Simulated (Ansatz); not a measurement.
Ru (hcp (Mg type), P6_3/mmc) at seven volumes, PBEsol in the plane-wave PAW code Ansatz, shape and atoms relaxed at each. One row is withheld.

```tsv
V (Å³/atom)	P (GPa)
12.126	41.04
12.525	24.93
12.925	11.38
13.325	-0.01
13.724	?
14.124	-17.58
14.524	-24.28
```

Problem. Fit the shown pressures and predict the withheld one.

Solution. Third-order Birch–Murnaghan: P = (3/2)B₀(x^(7/2) − x^(5/2))[1 + (3/4)(B′ − 4)(x − 1)] with x = (V₀/V)^(2/3). Least squares on the six rows gives V₀ = 13.325 Å³/atom, B₀ = 346.8 GPa, B′ = 4.81. At V = 13.724, x = 0.9805 and P = -9.53 GPa. The run itself gave -9.57 GPa.

Symmetry was held in the PBEsol relaxation. No spin polarisation was allowed.

Potentials: the earlier of the program's two PAW sets. The files were generated under PBE; for other functionals the program regenerates the frozen cores, and for LDA and PBEsol the local potential too.
